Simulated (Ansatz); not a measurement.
# Checking a converged run of Ni

Ni is taken as a measured crystal structure (space group Fm-3m, primitive cell doubled), 2 atoms in the cell. Source: COD entry 9013001; it may be a high-temperature, high-pressure or metastable form.

All numbers below come from Ansatz development build ahead of 0.2.0, DFT, PBE, PAW, plane waves, scalar-relativistic.

```yaml
crystal:
  lattice:
    - [3.5422, 1.7711, 1.7711]
    - [1.7711, 3.5422, 1.7711]
    - [1.7711, 1.7711, 3.5422]
  atoms:
    - { symbol: Ni, position: [0.0, 0.0, 0.0], spin: 2.0 }
    - { symbol: Ni, position: [0.5, 0.5, 0.5], spin: -2.0 }
magnetization:
  spin_polarized: true
hamiltonian:
  xc: pbe
  pseudopotentials: { kind: paw }
basis:
  ecutwfc: 420
kpoints:
  mp_grid: { grid: [11, 11, 11] }
scf:
  occupations: { method: gaussian, width: 0.1 }
  lower_state_search: "off"
output:
  forces: true
  stress: true
```

Time: 2.8 s on 2 threads of x86-64 server CPU, with other jobs on the host, peak memory 0.43 GiB.

The end of the output:

```
SCF converged after 12 iterations
Magnetization: 0.0000 μB (18.0000 up, 18.0000 down)
Absolute magnetization: 0.6040 μB (∫|ρ↑−ρ↓|, with the PAW one-centre terms)
Spin contamination: 0.2290 ħ² per cell (⟨S²⟩ above its minimum at these occupations)
Per-site moments (μB) at R_I (Å): [(0.2942, 1.0331), (-0.2942, 1.0331)]
Free energy (F): -11679.331957 eV
Harris-Foulkes:  -11679.331957 eV  (|F-HF|=2.51e-10)
Internal energy: -11679.298725 eV  (E = F + TS)
E sigma→0 (E₀):  -11679.315341 eV
Entropy (-TS):   -0.033231 eV (-16.616 meV/atom)
Fermi energy:    17.516996 eV
--- Forces (eV/Å), atoms counted from 1 ---
  atom   1  Ni     0.00000000    -0.00000000    -0.00000000
  atom   2  Ni    -0.00000000    -0.00000000     0.00000000
--- Stress (GPa, compression-positive) ---
       -4.513685       0.144668       0.144668
        0.144668      -4.513685       0.144668
        0.144668       0.144668      -4.513685
  P = ⅓ Tr σ = -4.5137 GPa (-45.137 kbar)
```

A small moment in a metal is sensitive to the mesh and the smearing.

Site moments are taken inside atomic spheres and don't add up to the total.

**Question.** The run converged. Is this the lowest state of the cell, and if not, what lies lower and how is it reached?

**Answer.** No. A state 56.2 meV/atom (0.112 eV per cell) lower exists in this cell: ferromagnetic, site moments Ni1 0.66, Ni2 0.66 μB, total 1.24 μB per cell, no gap on the k-mesh. It was reached from: parallel moments, default search for lower states [Ni1 2.00, Ni2 2.00 μB]; a moment on one site alone, plain SCF [Ni2 2.00 μB]. The wrong state matters: the pressure is -4.0 GPa there against -4.5 GPa here. States within about 5 meV/atom are too close for this mesh, smearing and search to settle their order. This multiple of the primitive cell fits some opposed orders; other multiples fit others. “Lowest” means lowest among the runs made in this cell.
